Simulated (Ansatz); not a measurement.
**AlH7: rattling a relaxed structure**

The cell was found from a structure generator's guess, not taken from experiment.

Level of theory: Ansatz 0.2.0, DFT PBE, scalar-relativistic, plane waves, PAW. Cutoff 420 eV; k points 10×4×4 on the computed 8-atom cell (Γ-centred); Gaussian smearing, width 0.02 eV; no spin polarisation.

The cell below (8 atoms, space group Amm2 (No. 38)) is relaxed within its symmetry.

```cif
data_structure
_symmetry_space_group_name_H-M 'P 1'
_symmetry_Int_Tables_number 1
_cell_length_a 2.6088
_cell_length_b 6.9220
_cell_length_c 6.9220
_cell_angle_alpha 112.241
_cell_angle_beta 90.000
_cell_angle_gamma 90.000
_cell_volume 115.70
loop_
_atom_site_label
_atom_site_type_symbol
_atom_site_fract_x
_atom_site_fract_y
_atom_site_fract_z
_atom_site_occupancy
Al1 Al 0.50000 0.44299 0.44299 1
H1 H 0.64355 0.14934 0.85045 1
H2 H 0.35645 0.85045 0.14934 1
H3 H 0.64355 0.85045 0.14934 1
H4 H 0.35645 0.14934 0.85045 1
H5 H 0.00000 0.28681 0.48442 1
H6 H 0.00000 0.48442 0.28681 1
H7 H 0.50000 0.64786 0.64786 1
```

For the test it was strained at random (σ = 1.5 % a component), the atoms were moved at random (σ = 0.10 Å), and all was relaxed again on a coarse 6×2×2 mesh (in the run’s order of axes) with 0.10 eV smearing, with no symmetry imposed.

No dispersion correction is applied, so the spacing and binding between layers, chains or molecules are poorly described.

Task: Is the structure stable against such a distortion?

Result: It doesn't return. The energy falls by 6 meV/atom on that mesh, the volume changes by -1.2 %, and the end has space group P1 (No. 1) at a loose tolerance. Relaxed again on a 10×4×4 mesh with 0.02 eV smearing, the new structure lies 7 meV/atom below the first (mesh in the axes of the run's cell; the cell below is made exact in the group named). Space group P1 (No. 1), triclinic, a = 2.600 Å, b = 6.898 Å, c = 7.137 Å, α = 117.2°, β = 91.6°, γ = 92.1°. Al is surrounded by 1 H at 1.58 Å and 4 H at 1.78 Å; H on its first site is surrounded by 1 H at 0.75 Å; around H on its second site lies 1 H at 0.75 Å; around H on its third site lies 1 H at 0.75 Å; 4 more sites not described.

```cif
data_structure
_symmetry_space_group_name_H-M 'P1'
_symmetry_Int_Tables_number 1
_cell_length_a 2.5999
_cell_length_b 6.8978
_cell_length_c 7.1367
_cell_angle_alpha 117.215
_cell_angle_beta 91.649
_cell_angle_gamma 92.093
_cell_volume 113.59
loop_
_atom_site_label
_atom_site_type_symbol
_atom_site_symmetry_multiplicity
_atom_site_Wyckoff_symbol
_atom_site_fract_x
_atom_site_fract_y
_atom_site_fract_z
_atom_site_occupancy
Al1 Al 1 a 0.43169 0.55298 0.54811 1
H1 H 1 a 0.51791 0.17506 0.92615 1
H2 H 1 a 0.62749 0.80124 0.12702 1
H3 H 1 a 0.50531 0.90895 0.16771 1
H4 H 1 a 0.63965 0.13986 0.82234 1
H5 H 1 a 0.93985 0.51325 0.69767 1
H6 H 1 a 0.94490 0.71228 0.51693 1
H7 H 1 a 0.39320 0.33474 0.33242 1
```
